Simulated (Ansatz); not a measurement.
The start is a generated trial cell of C in the AFLOW prototype A_oF8_70_a. Cell shape, volume and atoms are optimised at zero target pressure with r2SCAN (plane waves to 500 eV, PAW, scalar-relativistic; Ansatz, a first-principles code). The first steps use a coarse 12×12×12 k-mesh.

The start:
```
C
1.0
    0.00000     1.96323     3.45868
    1.07508     0.00000     3.45868
    1.07508     1.96323     0.00000
C
2
Direct
  0.25000   0.25000   0.25000
  0.00000   0.00000   0.00000
```

Problem. How large is the pressure on the unrelaxed cell, and of which sign?

Solution. -4.8 GPa (negative: the cell is under tension).

Problem. How much energy is released per atom?

Solution. 4.55 eV/atom.

Problem. How does the volume change?

Solution. -22.7 %, from 7.30 to 5.64 Å³/atom.

Problem. How do the shortest distances between atoms change?

Solution. The closest pairs of elements (up to four, under 3.6 Å), start → end: C–C 2.06 → 1.54 Å.

Problem. Is the relaxed structure metallic? Give its gap.

Solution. 4.36 eV, indirect (valence top at Γ, conduction bottom at 71 % of the way from Γ to X) (no spin-orbit coupling).

Final values are on a 16×16×16 k-mesh of the relaxed cell. No spin polarisation in the result.

The run could not lose the symmetry of its start; a randomly shaken copy of 4 atoms returns to this structure.

All atoms sit on sites fixed by symmetry, so only the cell could relax.
